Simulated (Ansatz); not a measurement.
**InRh: energy along a strain**

InRh, Pm-3m, a = 3.196 Å (as given, not relaxed at this level: 1.3 GPa). The structure is a COD entry; whether it is the stable form wasn't checked. Ansatz: r2SCAN, PAW, 500 eV, Γ-centred 16×16×16 mesh on 2 atoms, Gaussian smearing 0.15 eV; no spin polarisation. Cell vectors (Å): 3.196 0.000 0.000; 0.000 3.196 0.000; 0.000 0.000 3.196. The cell is strained by x per cent times the pattern (1 0 0 0 0 0) in the order xx yy zz yz xz xy (engineering shears), with fractional coordinates held. y is the free energy over the start, V0 = 16.323 Å³/atom.

```tsv
x (%)	y (meV/atom)
-2.00	6.68
-1.50	4.17
-1.00	2.26
-0.50	0.90
0.00	0.00
0.50	-0.49
1.00	?
1.50	-0.36
1.75	-0.10
2.00	0.24
```

Task: Fit y = c1 x + c2 x² + c3 x³ to the other rows, get the stiffness along the pattern, and predict the missing energy.

Result: Least squares on the rows shown. y = −1.365 x + 0.8591 x² − 0.06189 x³. The clamped-ion stiffness p·C·p = 2 × 8.591 eV × 160.2 / 16.323 Å³ = 169 GPa, which is C11 in these axes (second derivative at the start, which stands under stress). With a term in x⁴ added, the coefficient of x² becomes 0.8213, 4 % less, which shows how far this figure hangs on the form. At x = 1.00 the fit asked for gives -0.57 meV/atom. The run gave -0.60 meV/atom, so the fit is 0.03 meV/atom too high, within twice the rms miss on the fitted rows (0.02 meV/atom).